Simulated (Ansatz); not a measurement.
Data:

Zr (hcp, Mg type)

```xyz
4
Lattice="6.4632 0.0000 0.0000 -1.6158 2.7986 0.0000 0.0000 0.0000 5.1736" Properties=species:S:1:pos:R:3 pbc="T T T"
Zr     0.0000     1.8658     3.8802
Zr     3.2316     1.8658     3.8802
Zr     1.6158     0.9329     1.2934
Zr     4.8474     0.9329     1.2934
```

The atoms are displaced by Q × the pattern below (from a DFPT mode at M = (0.5, 0.0, 0.0), largest move 1; Q in Å), at fixed cell. (q is in reciprocal vectors of the primitive cell; the cell shown is doubled to hold the pattern.)

| atom | x | y | z |
|---|---|---|---|
| Zr1 | -0.500 | 0.866 | 0.000 |
| Zr2 | 0.500 | -0.866 | 0.000 |
| Zr3 | 0.500 | -0.866 | 0.000 |
| Zr4 | -0.500 | 0.866 | 0.000 |

All values below come from PBE (plane waves to 420 eV, PAW, scalar-relativistic; Ansatz, a program for electronic structure). k mesh 17×17×9 (Γ-centred), Fermi-Dirac smearing 0.05 eV. The energy includes the smearing's −TS. With partly filled bands, energies and forces of such displacements shift with the k mesh and the smearing. The PAW data are Ansatz's earlier set. Zr is run without spin polarisation. Zr was relaxed with its symmetry unable to fall. The zero of ΔE is the undisplaced structure.

The scan covers Q from -0.100 to 0.100 Å in 13 points.

**Question.** Which space group does the distorted structure have?

**Answer.** Pbcm (No. 57), lowered from P6_3/mmc.

**Question.** What is the energy change at Q = 0.100 Å?

**Answer.** 149 meV/cell.

**Question.** What harmonic wavenumber does the curvature at Q = 0 give?

**Answer.** 151 cm⁻¹.

(For displaced atoms, the force is minus the slope of the energy, and its curvature is a force constant, which sets phonon frequencies.)
